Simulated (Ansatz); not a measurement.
SnSe2 (started from an entry of an open crystallographic database) at its r2SCAN+rVV10 geometry, in Ansatz. The base run uses HSE06 on a modest mesh; each further run changes one setting, sensibly or not. Doubtful ones may also carry a cap on iterations. All numbers are computed, and spin polarisation is off unless an edit sets a moment.

Base input:
```yaml
crystal:
  lattice:
    - [3.8251638404, 0.0, 0.0]
    - [-1.9125819202, 3.3126890594, 0.0]
    - [0.0, 0.0, 6.2270561301]
  atoms:
    - { symbol: Sn, position: [0.0, 0.0, 0.0] }
    - { symbol: Se, position: [0.3333333333, 0.6666666667, 0.2530760434] }
    - { symbol: Se, position: [0.6666666667, 0.3333333333, 0.7469239566] }
kpoints:
  mp_grid: { grid: [6, 6, 2] }
hamiltonian:
  xc: hse06
scf:
  occupations: { method: fixed }
  n_extra_bands: 4
output:
  forces: true
  stress: true
  eigenvalues: true
```

Base results:
```
Basis set: ecut = 420 eV, 1545 PW (Γ)
Symmetry: 12 space group operations
Space group: P-3m1 (ITA 164)
k-points: 14 of 72
Exchange kernel: α = 0.2500, screened, ω = 0.2079 Å⁻¹, Wigner–Seitz truncation, v(0) = 1026.9904 eV·Å³, q-mesh 6×6×2
hybrid SCF converged: 3 outer / 14 inner (+4 warm-up)
Free energy (F): -16970.488409 eV
Fermi energy:    7.243675 eV
--- Forces (eV/Å), atoms counted from 1 ---
  atom   1  Sn      0.00000      0.00000      0.00000
  atom   2  Se      0.00000      0.00000    -0.21615
  atom   3  Se      0.00000      0.00000      0.21615
--- Stress (GPa, compression-positive) ---
        0.155824       0.000000       0.000000
        0.000000       0.155824       0.000000
        0.000000       0.000000      -0.057305
  P = ⅓ Tr σ = 0.0848 GPa (0.848 kbar)
```
The gap over this mesh is 1.415 eV.

Command: `ansatz run input.yaml --threads 4 --pin off --max-ram 3686MiB --backend cpu --events-out ev --progress --plain --runs-dir out`. Wall time 30 s on 4 threads of Arm Neoverse N1 (shared host), load about 0.9 per core; peak host memory 1.3 GiB.

Q: These lines are set or replaced. What follows?
```yaml
hamiltonian:
  xc:
    exchange: pbe
    correlation: pbe
    exx: { coeff: 0.05, omega: 0.2078 }
```

A: That is 5 % exact exchange, screened with ω = 0.2078 1/Å, against HSE06's 25 % screened at 0.208 1/Å. The mean stress moves by +2.2 GPa and the gap on the mesh by -0.510 eV (to 0.905). Totals of different functionals aren't comparable.
```
Exchange kernel: α = 0.0500, screened, ω = 0.2078 Å⁻¹, Wigner–Seitz truncation, v(0) = 1027.6459 eV·Å³, q-mesh 6×6×2
hybrid SCF converged: 2 outer / 8 inner (+4 warm-up)
Free energy (F): -16964.755145 eV
Fermi energy:    7.649440 eV
--- Forces (eV/Å), atoms counted from 1 ---
  atom   1  Sn      0.00000      0.00000      0.00000
  atom   2  Se      0.00000      0.00000      0.15437
  atom   3  Se      0.00000      0.00000    -0.15437
--- Stress (GPa, compression-positive) ---
        2.384123       0.000000       0.000000
        0.000000       2.384123       0.000000
        0.000000       0.000000       2.206856
  P = ⅓ Tr σ = 2.3250 GPa (23.250 kbar)
--- Band table (eV; the first three rows and the last of 14) ---
  k-point 0: bands = […, 1.4682, 7.1210, 7.1210, 7.3997, 7.3997, 7.5661, 8.8473, 10.9264, 12.5327, 12.5327]
  k-point 1: bands = […, 2.3631, 5.5606, 7.0199, 7.0199, 7.5606, 7.5606, 10.2948, 10.8397, 12.2681, 12.2681]
  k-point 2: bands = […, 1.5120, 5.1265, 6.1933, 6.3219, 7.5924, 7.6494, 10.0602, 11.5822, 12.6646, 12.9669]
  k-point 13: bands = […, 0.3711, 3.5637, 3.5637, 4.0319, 7.2852, 7.2852, 10.1800, 12.4002, 12.4002, 13.9394]
```

Q: Predict the outcome of this edit.
```yaml
hamiltonian:
  xc: { exchange: pbe, correlation: pbe, exx: { coeff: 0.35, omega: 0.5 } }
```

A: That is 35 % exact exchange, screened with ω = 0.5 1/Å, against HSE06's 25 % screened at 0.208 1/Å. The mean stress moves by +0.3 GPa and the gap on the mesh by -0.234 eV (to 1.181). Totals of different functionals aren't comparable.
```
Exchange kernel: α = 0.3500, screened, ω = 0.5000 Å⁻¹, Wigner–Seitz truncation, v(0) = 180.9511 eV·Å³, q-mesh 6×6×2
hybrid SCF converged: 3 outer / 15 inner (+4 warm-up)
Free energy (F): -16973.027945 eV
Fermi energy:    7.381287 eV
--- Forces (eV/Å), atoms counted from 1 ---
  atom   1  Sn      0.00000      0.00000      0.00000
  atom   2  Se      0.00000      0.00000    -0.16821
  atom   3  Se      0.00000      0.00000      0.16821
--- Stress (GPa, compression-positive) ---
        0.484679       0.000000       0.000000
        0.000000       0.484679       0.000000
        0.000000       0.000000       0.145009
  P = ⅓ Tr σ = 0.3715 GPa (3.715 kbar)
--- Band table (eV; the first three rows and the last of 14) ---
  k-point 0: bands = […, 0.9690, 6.8234, 6.8234, 7.1171, 7.1171, 7.2828, 8.9738, 11.0470, 12.6999, 12.6999]
  k-point 1: bands = […, 1.9581, 5.1959, 6.7193, 6.7193, 7.2815, 7.2815, 10.4225, 10.9753, 12.4149, 12.4149]
  k-point 2: bands = […, 1.0269, 4.7563, 5.8865, 5.9832, 7.3073, 7.3813, 10.1673, 11.7277, 12.8527, 13.1604]
  k-point 13: bands = […, -0.1797, 3.0994, 3.0994, 3.5880, 6.9860, 6.9860, 10.2722, 12.5488, 12.5488, 14.1492]
```

Q: These lines are set or replaced. What follows?
```yaml
scf:
  mixing: { ndim: 2 }
  max_iter: 99
```

A: It converges in 19 iterations against the base's 18. This key steers the way to the solution, not the solution: the results stay as they were.

Q: The input is altered as follows. How does the run end?
```yaml
hamiltonian:
  xc: { exchange: pbe, correlation: pbe, exx: { coeff: 0.75 } }
```

A: That is 75 % exact exchange, at all ranges, against HSE06's 25 % screened at 0.208 1/Å. The mean stress moves by -5.6 GPa and the gap on the mesh by +3.608 eV (to 5.023). Totals of different functionals aren't comparable.
```
hybrid SCF converged: 4 outer / 24 inner (+4 warm-up)
Free energy (F): -16982.798988 eV
Fermi energy:    5.081542 eV
--- Forces (eV/Å), atoms counted from 1 ---
  atom   1  Sn      0.00000      0.00000      0.00000
  atom   2  Se      0.00000      0.00000    -1.11523
  atom   3  Se      0.00000      0.00000      1.11523
--- Stress (GPa, compression-positive) ---
       -5.325935       0.000000       0.000000
        0.000000      -5.325935       0.000000
        0.000000       0.000000      -5.926436
  P = ⅓ Tr σ = -5.5261 GPa (-55.261 kbar)
```

Q: Predict the outcome of this edit.
```yaml
hamiltonian:
  xc: { exchange: pbe, correlation: pbe, exx: { coeff: 0.5, omega: 0.5 } }
```

A: That is 50 % exact exchange, screened with ω = 0.5 1/Å, against HSE06's 25 % screened at 0.208 1/Å. The mean stress moves by -0.8 GPa and the gap on the mesh by -0.046 eV (to 1.368). Totals of different functionals aren't comparable.
```
Exchange kernel: α = 0.5000, screened, ω = 0.5000 Å⁻¹, Wigner–Seitz truncation, v(0) = 180.9511 eV·Å³, q-mesh 6×6×2
hybrid SCF converged: 3 outer / 16 inner (+4 warm-up)
Free energy (F): -16977.266260 eV
Fermi energy:    7.219561 eV
--- Forces (eV/Å), atoms counted from 1 ---
  atom   1  Sn      0.00000      0.00000      0.00000
  atom   2  Se      0.00000      0.00000    -0.34330
  atom   3  Se      0.00000      0.00000      0.34330
--- Stress (GPa, compression-positive) ---
       -0.535117       0.000000       0.000000
        0.000000      -0.535117       0.000000
        0.000000       0.000000      -0.969704
  P = ⅓ Tr σ = -0.6800 GPa (-6.800 kbar)
```

Spin-orbit coupling is left out, which matters wherever the heavy atoms make up the band edges.

The stress of a hybrid is loosely converged in these runs.

The meshes of the hybrids are coarse, so their gaps aren't converged to the digits shown.
